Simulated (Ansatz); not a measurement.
Consider the following.

MoPt:
```
CELL_PARAMETERS angstrom
      2.69970     0.00000     0.00000
      0.00000     2.69970     0.00000
      0.00000     0.00000     4.09012
ATOMIC_POSITIONS crystal
  Pt 0.00000 0.00000 0.00000
  Mo 0.50000 0.50000 0.50000
```

This is the PBEsol-relaxed structure.

Problem. All from DFT-PBEsol in the program Ansatz with PAW potentials, unless another level is named. Give the formation energy from the elements (no fitted shifts).

Solution. -0.29 eV/atom.

Problem. And the density of states at the Fermi level?

Solution. 0.98 states/eV per atom (mean over ±0.08 eV).

Space group P4/mmm (L1₀ or tetragonal B2). The start of the workflow was typed in or built on a structure type; neither database checked (COD, Materials Project) lists it. Whether it is the stable phase at ambient conditions was not checked. The cell was relaxed with PBEsol under the symmetry of its start; its stability against distortions is not shown here. No spin polarisation was allowed. The references are the lowest solids computed at this level, not always the standard phases. Scalar-relativistic: spin–orbit coupling is off unless named, which matters more the heavier the elements.

Potentials: the later of the program's two PAW sets.
